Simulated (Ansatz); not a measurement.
SiGe:
```yaml
crystal:
  lattice:
    - [3.91972, 0.00000, 0.00000]
    - [0.00000, 3.92555, 0.00000]
    - [0.00000, 0.00000, 5.53403]
  atoms:
    - { symbol: Si, position: [0.75000, 0.00000, 0.88024] }
    - { symbol: Si, position: [0.25000, 0.00000, 0.11976] }
    - { symbol: Ge, position: [0.25000, 0.50000, 0.36916] }
    - { symbol: Ge, position: [0.75000, 0.50000, 0.63084] }
```

PBEsol (plane waves, PAW; program Ansatz) gives a gap of 0.27 eV without spin–orbit coupling, maximum at Γ, minimum on the S–Y line, 5 % of the way from S.

### Question
What happens when spin–orbit coupling is switched on?

### Answer
The gap shrinks by 0.04 eV, to 0.23 eV; maximum at Γ, minimum on the S–Y line, 5 % of the way from S.

### Question
Give the electron effective mass with spin–orbit coupling.

### Answer
0.30, 0.42, 0.62 mₑ (principal values).

### Question
Give the hole effective mass with spin–orbit coupling.

### Answer
0.071, 0.22, 0.25 mₑ (principal values).

Space group Pmma. The start of the workflow was typed in or built on a structure type; neither database checked (COD, Materials Project) lists it. Its standing as an ambient phase is unchecked. Symmetry was held in the PBEsol relaxation; its stability against distortions is not shown here.

Potentials: the earlier of the program's two PAW sets. The files were generated under PBE; for other functionals the program regenerates the frozen cores, and for LDA and PBEsol the local potential too.
